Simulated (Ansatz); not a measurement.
Relaxed MoSi2 (MoSi2 type, space group I4/mmm):

```
MoSi2
1.0
   -1.60850     1.60850     3.93661
    1.60850    -1.60850     3.93661
    1.60850     1.60850    -3.93661
Mo Si
1 2
Direct
  0.00000   0.00000   0.00000
  0.33511   0.33511   0.00000
  0.66489   0.66489   0.00000
```

In each cell atom 2 (Si, nearest neighbour Si at 2.596 Å; its periodic images, 3.2 Å or more away, move with it) moves by s·(0.577, 0.577, 0.577) (along Cartesian [111]), the rest being held.

Calculation: PBE (plane waves to 420 eV, PAW, scalar-relativistic; Ansatz, an electronic-structure program). k mesh 16×16×16 (Γ-centred), Fermi-Dirac smearing 0.05 eV. Energies are smeared free energies. Left out: 1 of 11 points, with atoms too close for the PAW data. With partly filled bands, energies and forces of such displacements shift with the k mesh and the smearing. MoSi2 is run without spin polarisation. MoSi2 was relaxed with its symmetry unable to fall. The PAW data are Ansatz's earlier set. ΔE is measured from the undisplaced structure. The last digit holds for this mesh only.

```
s (Å)   ΔE (meV/cell)
------  -------------
-0.780         3687.4
-0.624         2029.8
-0.468       withheld
-0.312          436.9
-0.156          108.3
0.000             0.0
0.156           119.5
0.312           525.6
0.468          1340.4
0.624          2773.3
```

### Question
Fit a polynomial form (powers 2, 3, 4) to the given rows and predict ΔE at s = -0.468.

### Answer
Least squares on the 9 given rows: ΔE = (4364)·s² + (1505)·s³ + (4699)·s⁴, in meV/cell with s in Å; root-mean-square residual 8.76 meV/cell. At -0.468 the fit gives 1027.0 meV/cell; the calculation gives 1033.8 meV/cell, so the interpolation is off by -6.8 (-0.7 %). The quadratic term alone would give 955.8 meV/cell.

(A displaced cell: forces are minus the slopes of the energy, force constants its curvatures, and phonons follow from these.)
